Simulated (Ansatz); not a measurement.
LiF:
```
LiF
1.0
    0.00000     1.99478     1.99478
    1.99478     0.00000     1.99478
    1.99478     1.99478     0.00000
Li F
1 1
Direct
  0.00000   0.00000   0.00000
  0.50000   0.50000   0.50000
```

Relaxed with r²SCAN.

Q: Map the electron localisation function on the plane through (0.000, 0.000, 0.000) spanned by u = [1, 0, 0] and v = [0, 1, -1] in lattice vectors, from r²SCAN in the plane-wave PAW code Ansatz.

A: x is the fraction of u, y of v (the angle between them is 90°; rows are the nearest grid lines); atoms in the plane: Li at (0.00, 0.00), F at (0.50, 0.50).
```
|@@%:         :%@@|
|@@#.         .#@@|
|%#:   :---:   :#%|
|:.  .=+***+=.  .:|
|   .=*#####*=.   |
|   =*#%%%%%#*=   |
|  :+#%%###%%#+:  |
|  -*#%#*+*#%#*-  |
|  -*#%#+=+#%#*-  |
|  -*#%#*+*#%#*-  |
|  :+#%%###%%#+:  |
|   =*#%%%%%#*=   |
|   .=*#####*=.   |
|:.  .=+***+=.  .:|
|%#:   :---:   :#%|
|@@#.         .#@@|
|@@%:         :%@@|
```
Scale: ten equal steps from 0.012 (start of ' ') to 0.996 (end of '@'), in the order ' .:-=+*#%@'; x runs from 0.000 to 1.00, y from 0.000 (bottom) to 1.00 (top).

The density is the valence pseudo-density with augmentation charge, so density and ELF within about 1 Å of a nucleus are not all-electron values.

Space group Fm-3m (rock salt). The cell was relaxed with r²SCAN under the symmetry of its start.

Potentials: the earlier of the program's two PAW sets.
